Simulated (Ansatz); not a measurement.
Starting cell, CdS (zinc blende):

```xyz
4
Lattice="0.0000 5.9266 5.9266 2.9633 0.0000 2.9633 2.9633 2.9633 0.0000" Properties=species:S:1:pos:R:3 pbc="T T T"
S      4.4450     4.4450     4.4450
S      4.4450     7.4083     7.4083
Cd     0.0000     0.0000     0.0000
Cd     2.9633     5.9266     2.9633
```

In this cell atom 2 (S, nearest neighbour Cd at 2.566 Å; its periodic images, 4.2 Å or more away, move with it) is moved by s along Cartesian z, unit vector (0.000, 0.000, 1.000); all other atoms and the cell stay fixed.

The numbers are results of PBE (plane waves to 420 eV, PAW, scalar-relativistic; Ansatz, an electronic-structure program), not measurements. k mesh 4×8×8 (Γ-centred), Fermi-Dirac smearing 0.05 eV. The energy includes the smearing's −TS. CdS was relaxed with its symmetry unable to fall. ΔE is measured from the undisplaced structure.

```csv
s (Å),ΔE (meV/cell)
-0.770,1460
-0.616,984
-0.462,573
-0.308,259
-0.154,65
0.000,0
0.154,64
0.308,250
0.462,545
0.616,928
0.770,withheld
```

Question: Fit a polynomial form (powers 2, 3, 4) to the given rows and predict ΔE at s = 0.770.

Answer: Least squares on the 10 given rows: ΔE = (2764)·s² + (-118.8)·s³ + (-658.8)·s⁴, in meV/cell with s in Å; root-mean-square residual 1.8 meV/cell. At 0.770 the fit gives 1353 meV/cell; the calculation gives 1371 meV/cell, so the extrapolation is off by -18 (-1.3 %). The quadratic term alone would give 1639 meV/cell.

(A displaced cell: forces are minus the slopes of the energy, force constants its curvatures, and phonons follow from these.)
